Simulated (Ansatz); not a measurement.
## TiC (Fm-3m): the size of the finite step

```xyz
2
Lattice="0.0000 2.1467 2.1467 2.1467 0.0000 2.1467 2.1467 2.1467 0.0000" Properties=species:S:1:pos:R:3 pbc="T T T"
Ti    0.0000    0.0000    0.0000
C     2.1467    2.1467    2.1467
```

Level of theory, where no other is named: PBEsol, PAW on Ansatz 0.2.0's default frozen-core files (fitted under PBE), scalar-relativistic. k mesh 18×18×18, strains of ±0.005, Fermi-Dirac smearing of 0.080 eV, cutoff 420 eV. The cell was relaxed by PAW under this functional.

Task: Elastic constants come from stresses at strains of ±0.005 (two-point stencil): C11 = 555.0, C12 = 123.4, C44 = 171.5 GPa. What does an amplitude of 0.02 give?

Result: C11 = 557.9, C12 = 123.5, C44 = 172.0 GPa. Nothing moves by 1 %.

Limits of these numbers: frozen-core PAW files fitted under PBE, their cores solved anew for the functional of the run; responses of metals move with mesh and smearing.
